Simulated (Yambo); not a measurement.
Yambo run on Si (diamond, space group Fd-3m, No. 227). The wavefunctions are norm-conserving LDA (Quantum ESPRESSO, 32 Ry, scalar-relativistic) ones on a 4×4×4 mesh (4 occupied bands); a = 3.815 Å, b = 3.815 Å, c = 3.815 Å, α = 60.00°, β = 60.00°, γ = 60.00°.

Yambo input:

```
rim_cut
gw0
dyson
el_el_corr
HF_and_locXC
ppa
em1d
RandQpts= 1000000
RandGvec= 1 Ry
EXXRLvcs= 32 Ry
VXCRLvcs= 128 Ry
Chimod= "HARTREE"
% BndsRnXp
 1 | 47 |
%
NGsBlkXp= 14 Ry
% LongDrXp
 1.0 | 1.0 | 1.0 |
%
PPAPntXp= 27.2114 eV
% GbndRnge
 1 | 47 |
%
GTermKind= "none"
DysSolver= "n"
ExtendOut
% QPkrange
 1 | 1 | 4 | 5 |
 7 | 7 | 5 | 5 |
%
```

k points by index: 1 = Γ, 7 = X.

The o-*.qp file then holds:

```
#    K-point    Band    Eo [eV]    E [eV]    E-Eo [eV]    Vxc [eV]    Vnlxc [eV]    Sc|Eo [eV]    Sc|E [eV]    dSc/dw|Eo [eV]    Re(Z)    Im(Z)
#
    1    4    0.000000    -0.465827    -0.465827    -11.31196    -12.98638    1.073118    1.208586    -7.912019    0.774733    -0.001603
    1    5    2.543170    2.771010    0.227840    -10.08217    -5.772351    -4.015516    -4.081977    -7.936029    0.774207    -0.519805E-3
    7    5    0.581721    0.785393    0.203673    -9.137904    -5.206346    -3.674013    -3.727886    -7.193259    0.790919    -0.001529
```
(The two width columns are left out.) Convergence of these settings isn't established.

Geometry relaxed with LDA.
